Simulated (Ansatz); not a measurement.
A distorted cell of Cd (hcp, Mg type):

```
Cd
1.0
    3.00210     0.00000     0.00000
   -1.50105     2.59989     0.00000
    0.00000     0.00000     5.72267
Cd
2
Direct
  0.33333   0.66667   0.75000
  0.66667   0.33333   0.25000
```

Level of theory: r2SCAN (plane waves to 500 eV, PAW, scalar-relativistic; Ansatz, a quantum-chemistry and plane-wave program). k mesh 18×18×8 (Γ-centred), Fermi-Dirac smearing 0.05 eV. E stands for the smeared free energy. Compression counts positive. With partly filled bands, the response to shear is sensitive to the k mesh, so small differences along c/a are uncertain. Cd was relaxed with its symmetry unable to fall. The PAW data are Ansatz's earlier set.

Task: What is the stress tensor (GPa)?

Result: 
```
   -1.8      0.0      0.0
    0.0     -1.8      0.0
    0.0      0.0     -0.1
```
The pressure, a third of the trace, is -1.2 GPa.

Task: It is the relaxed cell deformed to V/V₀ = 1.013, (c/a)/(c/a)₀ = 0.973, c along z, fractional positions held. What is its energy relative to the relaxed cell?

Result: 4 meV/atom.

(A scan under strain: stresses follow from slopes of the energy per volume, elastic moduli from its curvatures.)
